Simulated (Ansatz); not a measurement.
The elements of this relaxed trial crystal are hidden behind letters.

```
lattice vectors (Å)
   4.7907    0.0000    0.0000
  -2.3953    4.1488    0.0000
   0.0000    0.0000    6.9827
fractional positions
X 0.0000 0.0000 0.0000
X 0.0000 0.0000 0.5000
Z 0.3932 0.0000 0.2500
Z 0.3932 0.3932 0.7500
Z 0.0000 0.3932 0.2500
Z 0.6068 0.0000 0.7500
Z 0.6068 0.6068 0.2500
Z 0.0000 0.6068 0.7500
```

Level of theory: Ansatz 0.2.0, DFT PBE, scalar-relativistic, plane waves, PAW. Cutoff 420 eV, Γ-centred 12×12×6 mesh (8-atom cell), Gaussian smearing of 0.10 eV, no spin polarisation.

```
Space group                                : P6_3/mcm (No. 193)
Conventional cell                          : a = 4.791 Å, c = 6.983 Å
Volume per atom                            : 17.35 Å³
Density                                    : 3.87 g/cm³
Formation energy                           : +0.18 eV/atom
Gap on the 12×12×6 mesh of the 8-atom cell : 0 eV (a metal)
```

Energies are uncorrected and count from the elements' standard states at the same level.

**Question.** X is a d-block element of period 4 and Z is a p-block element of period 3. Which elements are they?

**Answer.** X = Zn, Z = S, so the formula is ZnS3. Density times volume gives a mean mass of 3.87 × 17.35/1.6605 = 40.4 u per atom, and this set has 40.4 u. Zn has 6 S at 2.57 Å; around S lie 4 S at 2.55 Å and 2 Zn at 2.57 Å. Other sets within the hints have nearly the same mass, so mass alone doesn't settle it; this one was computed.

Symmetry constrained the relaxation, so the result can be a saddle point. Another cell of ZnS3 relaxed alike, in Pm, lies 292 meV/atom lower, so this cell isn't the stable form at this level.
